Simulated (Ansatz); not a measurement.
A: ZnO (wurtzite), a = 3.2352 Å, b = 3.2352 Å, c = 5.2114 Å, α = 90.00°, β = 90.00°, γ = 120.00°
B: Re (hcp, Mg type), a = b = 2.7579 Å, c = 4.4628 Å, α = β = 90.00°, γ = 120.00°
C: TiO$_{2}$ (rutile), a = b = 4.5967 Å, c = 2.9537 Å, α = β = γ = 90.00°

Scan: energy against volume (even scaling of the relaxed cell, symmetry kept). All come from one method, each on a k mesh of its own. All were relaxed with their symmetry unable to fall. Re is run without spin polarisation. Spin-orbit coupling is left out. TiO2 is run without spin polarisation.

Put the candidates in order of bulk modulus at fixed cell shape (fitted), lowest first, for r2SCAN (plane waves to 500 eV, PAW, scalar-relativistic; Ansatz, a quantum-chemistry and plane-wave program).

A (150 GPa), C (238 GPa), B (387 GPa)

(A scan under strain: stresses follow from slopes of the energy per volume, elastic moduli from its curvatures.)
